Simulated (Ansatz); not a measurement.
The following input was run with Ansatz 0.2.0.

```yaml
crystal:
  lattice:
    - [4.0083751943, 0.0, 0.0]
    - [0.0, 4.0083751943, 0.0]
    - [0.0, 0.0, 4.0083751943]
  atoms:
    - { symbol: K, position: [0.0, 0.0, 0.0] }
    - { symbol: Ni, position: [0.5, 0.5, 0.5], spin: 1.92 }
    - { symbol: F, position: [0.5, 0.5, 0.0] }
    - { symbol: F, position: [0.0, 0.5, 0.5] }
    - { symbol: F, position: [0.5, 0.0, 0.5] }
basis:
  ecutwfc: 500
kpoints:
  mp_grid: { grid: [8, 8, 8] }
  band_path:
    path:
      - [[0.0, 0.0, 0.0], [0.0, 0.5, 0.0], [0.5, 0.5, 0.0], [0.0, 0.0, 0.0], [0.5, 0.5, 0.5], [0.0, 0.5, 0.0]]
      - [[0.5, 0.5, 0.5], [0.5, 0.5, 0.0]]
    npoints: 14
hamiltonian:
  xc: r2scan
scf:
  occupations: { method: gaussian, width: 0.02 }
  n_extra_bands: 12
output:
  forces: true
  stress: true
  eigenvalues: true
  populations: true
  dos: { projected: true, de: 0.02, nscf_kmesh: { grid: [12, 12, 12] } }
  bader: true
magnetization:
  spin_polarized: true
checkpoint:
  read: start.run
  write: ck
  compress: false
  write_wavefunctions: false
  write_every: 100000
```

Command:
```bash
ansatz run input.yaml --threads 1 --pin off --max-ram 2560MiB --backend cpu --events-out ev --progress --plain --runs-dir out
```

Level of theory: Ansatz, DFT r2SCAN, scalar-relativistic, plane waves, PAW.

Part of what the program printed, abridged (iterations and final results):

```
SCF iter   1: F=—  HF=-9821.435216 eV  |F-HF|=—  |Δ(HF+E_count)|=         —  Δρ=2.33e-7 (↑2.20e-7 ↓2.33e-7) dr2=5.59e-11  dr2_τ=9.35e-12  dr2_m=4.85e-12  M=2.000 μB ∫|m|=2.033 μB  β_m=1.20  ethr=2.27e-7  ⟨swp⟩=3.4  Hψ=18860  notcnv=0  defer=3
spin=Collinear: Resta preconditioning applied to the charge; magnetization (m = ρ↑ − ρ↓) channel mixes plain (no charge-response kernel on spin).
SCF iter   2: F=—  HF=-9821.435220 eV  |F-HF|=—  |Δ(HF+E_count)|=   3.43e-6  Δρ=2.06e-7 (↑9.96e-8 ↓2.06e-7) dr2=1.82e-11  dr2_τ=9.79e-12  dr2_m=1.01e-11  M=2.000 μB ∫|m|=2.033 μB  β_m=1.20  ethr=1.00e-12  ⟨swp⟩=6.7  Hψ=9888  notcnv=0  κ⁻¹=1.0e0(r=1)
SCF iter   3: F=-9821.435220 eV  HF=-9821.435220 eV  |F-HF|=5.46e-12  |Δ(HF+E_count)|=  5.46e-12  Δρ=8.62e-8 (↑5.51e-8 ↓8.62e-8) dr2=7.61e-12  dr2_τ=1.68e-12  dr2_m=9.45e-13  M=2.000 μB ∫|m|=2.033 μB  ethr=1.00e-12  ⟨swp⟩=1.0  Hψ=5328  notcnv=0
SCF 1 converged in 3 iterations: F = -9821.435220 eV  dr2 = 7.61e-12
this state was not tested for a lower state beside it, because the mixer in use, unlike msr1, does not test its closes by its own steps (another_mixer; see scf.mixing.algorithm and scf.lower_state_search)
SCF converged after 3 iterations
Magnetization: 2.0000 μB (25.0000 up, 23.0000 down)
Absolute magnetization: 2.0302 μB (∫|ρ↑−ρ↓|, with the PAW one-centre terms)
Spin contamination: 0.0017 ħ² per cell (⟨S²⟩ above its minimum at these occupations)
Per-site moments (μB) at R_I (Å): [(-0.00085889, 1.16916907), (1.74278034, 0.82672738), (0.06506982, 0.82672738), (0.06506982, 0.82672738), (0.06506982, 0.82672738)]
Free energy (F): -9821.435220 eV
Harris-Foulkes:  -9821.435220 eV  (|F-HF|=5.46e-12)
Internal energy: -9821.435220 eV  (E = F + TS)
E sigma→0 (E₀):  -9821.435220 eV
Fermi energy:    6.998394 eV
--- Per-component energies (eV) ---
  E_band       = -683.152385
  E_kinetic    = 1152.721544
  E_local      = -7179.968310  (includes V_loc(G=0)·N_el)
  E_nonlocal   = 881.354501
  E_hartree    = 2932.395850
  E_xc         = -448.501125
  E_vxc        = -647.539486  (∫ρ·V_xc dr)
  E_paw        = -3045.573732  (= ΣΔE_a)
  E_vpaw       = -798.783112  (= ΣTr[D̂ρ^β])
  E_aug_tail   = 0.003185  (compensation charges beyond the density's cutoff)
  E_vtau       = 44.267532  (kinetic-family band-sum trace: ∫τ·v_τ [+ j·A + Jᵃ·Aᵃ] dr)
  E_ewald      = -4113.276704
  E_core_change = -0.590428  (= ΣΔE_core)
  E_smearing   =  0.000000  (= −TS)
--- Forces (eV/Å), atoms counted from 1 ---
  atom   1  K      0.00000000     0.00000000     0.00000000
  atom   2  Ni     0.00000000     0.00000000     0.00000000
  atom   3  F      0.00000000     0.00000000     0.00000000
  atom   4  F      0.00000000     0.00000000     0.00000000
  atom   5  F      0.00000000     0.00000000     0.00000000
--- Stress (GPa, compression-positive) ---
       -0.002525       0.000000       0.000000
        0.000000      -0.002525       0.000000
        0.000000       0.000000      -0.002525
  P = ⅓ Tr σ = -0.0025 GPa (-0.025 kbar)
--- Band table (eV; the first three rows and the last of 70) ---
  k-point 0 ↑: bands = ["-102.2317", "-61.1272", "-61.1272", "-61.1272", "-23.2658", "-18.2595", "-17.6794", "-17.6794", "-5.9908", "-5.9908", "-5.9908", "0.4497", "0.4497", "0.4497", "2.4265", "2.4265", "2.4265", "2.6503", "2.6503", "2.6503", "2.9906", "2.9906", "3.8509", "3.8509", "3.8509", "10.4385", "14.1223", "14.1223", "16.3565", "16.7095", "16.7095", "16.7095", "20.6617", "20.6617", "20.6617", "25.7861"]
  k-point 1 ↑: bands = ["-102.2317", "-61.1272", "-61.1272", "-61.1272", "-23.2617", "-18.2420", "-17.6932", "-17.6784", "-5.9898", "-5.9833", "-5.9833", "0.2429", "0.4644", "0.4644", "2.3053", "2.3242", "2.3242", "2.3939", "2.5933", "2.5933", "2.9908", "3.4375", "3.8523", "3.9878", "3.9878", "10.7281", "14.2581", "14.2864", "16.4438", "16.7269", "16.7269", "16.7428", "20.5425", "20.7718", "20.7718", "25.2663"]
  k-point 2 ↑: bands = ["-102.2317", "-61.1274", "-61.1272", "-61.1272", "-23.2519", "-18.1968", "-17.7293", "-17.6760", "-5.9874", "-5.9649", "-5.9649", "-0.1933", "0.5045", "0.5045", "1.9646", "2.0695", "2.0695", "2.3166", "2.5277", "2.5277", "2.9913", "3.8556", "3.9658", "4.2495", "4.2495", "11.5150", "14.5979", "14.6081", "16.7164", "16.7650", "16.7650", "16.8268", "20.2397", "21.0998", "21.0998", "24.2522"]
  k-point 34 ↓: bands = ["-98.8807", "-57.9400", "-57.9400", "-57.9400", "-23.2073", "-17.6400", "-17.6400", "-17.6400", "-6.1706", "-6.1706", "-6.1706", "-1.1007", "1.0148", "1.0148", "1.0780", "1.0780", "1.0780", "3.1202", "3.1202", "3.1202", "5.6624", "5.6624", "5.6624", "10.0282", "10.0282", "14.4208", "14.4208", "14.4208", "18.0876", "18.1293", "18.1293", "18.2914", "19.4629", "19.4629", "19.4629", "21.1576"]
--- Löwdin populations: 5 sites ---
  site symbol q [e]    m [muB]
     0      K      8.1744    -0.0009
     1     Ni     16.5919     1.7592
     2      F      7.6933     0.0793
     3      F      7.6933     0.0793
     4      F      7.6933     0.0793
  spilling = 0.003202 (of n_electrons = 48.000000)
--- Bader charges: 5 sites ---
  site symbol charge [e]  shift [e]    m [muB]
     0      K      0.8962     0.0000    -0.0019
     1     Ni      1.4812     0.0065     1.7986
     2      F     -0.7924     0.0022     0.0678
     3      F     -0.7924     0.0022     0.0678
     4      F     -0.7924     0.0022     0.0678
  estimated error of the sums over rays = 1.7e-4 e
```

The run converged.

Time: 73 s on 1 thread of Arm Neoverse V2 (shared host), peak memory 0.55 GiB.

The run starts from the saved density of an earlier one, so iterations and time are fewer than from atoms.

The state reached may not be the lowest one. The cell holds one magnetic atom, so it can only be ferromagnetic; an antiferromagnetic order may lie lower.